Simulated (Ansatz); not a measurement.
Mo$_{3}$Se$_{4}$ (space group R-3)

```
Mo3Se4
1.0
    4.73305     2.73263     3.72694
   -4.73305     2.73263     3.72694
    0.00000    -5.46526     3.72694
Mo Se
6 8
Direct
  0.58616   0.77737   0.45306
  0.41384   0.22263   0.54694
  0.45306   0.58616   0.77737
  0.54694   0.41384   0.22263
  0.77737   0.45306   0.58616
  0.22263   0.54694   0.41384
  0.78498   0.78498   0.78498
  0.21502   0.21502   0.21502
  0.87298   0.61926   0.25238
  0.12702   0.38074   0.74762
  0.25238   0.87298   0.61926
  0.74762   0.12702   0.38074
  0.61926   0.25238   0.87298
  0.38074   0.74762   0.12702
```

The volume is varied about the relaxed value V₀ at fixed cell shape. The atoms relax within the cell's symmetry.

Calculation: PBEsol (plane waves to 420 eV, PAW, scalar-relativistic; Ansatz, an electronic-structure program). k mesh 6×6×6 (Γ-centred), Fermi-Dirac smearing 0.05 eV. E stands for the smeared free energy. Compression counts positive. With the shape held, the modulus is that of even scaling; a crystal free to change shape is softer. At this level the bands of Mo3Se4 touch or barely overlap. Mo3Se4 is run without spin polarisation. Mo3Se4 was relaxed with its symmetry unable to fall. ΔE is measured from the relaxed starting cell. The last digit holds for this mesh only.

```tsv
V (Å³/atom)	ΔE (meV/atom)
18.593	48.0
19.109	25.1
19.626	10.3
20.142	withheld
20.658	0.0
21.175	2.0
21.691	7.3
22.208	14.8
22.724	23.7
```

Q: Fit a third-order Birch-Murnaghan form (E₀, V₀, B₀, B₀′ free) to the given rows and predict ΔE at V = 20.142.

A: Least squares on the 8 given rows: ΔE = E₀ + (9V₀B₀/16)·y²·[2 + (B₀′ − 4)y], y = (V₀/V)^(2/3) − 1, with V₀ = 20.666 Å³/atom, B₀ = 51.80 GPa (160.2 GPa = 1 eV/Å³; the term in eV is multiplied by 1000), B₀′ = 9.35, E₀ = 0.21 meV/atom; root-mean-square residual 0.14 meV/atom. At 20.142 the fit gives 2.6 meV/atom; the calculation gives 2.4 meV/atom, so the interpolation is off by 0.2 (+8.3 %). For the pressure the fit gives 1.5 GPa against the computed 1.5 GPa.

(A scan under strain: stresses follow from slopes of the energy per volume, elastic moduli from its curvatures.)
